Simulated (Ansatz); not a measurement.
Values for one crystal, relaxed and computed with plane-wave PAW r²SCAN (Ansatz code); other levels are named.

- Volume per atom = 5.90 Å³
- Band gap = 5.75 eV (indirect)
- Electron effective mass = 0.30, 0.50, 0.50 mₑ (principal values)
- Bulk modulus (Birch–Murnaghan fit) = 3910 kbar
- Formation energy from the elements (no fitted shifts) = -1.29 eV/atom
- Mechanical stability = stable (all eigenvalues of C positive)
- Conduction-band minimum = at K (2 equivalent valleys)

### Question
Which of these materials gives this?
A) NaF, rock salt
B) CaSe, rock salt
C) BN, wurtzite
D) SiC, P6_3mc (Pearson symbol hP16)

### Answer
C, BN, wurtzite

Symmetry was held in the r²SCAN relaxation. The references are the lowest solids computed at this level, not always the standard phases (solids in place of the gases).

Potentials: the later of the program's two PAW sets.
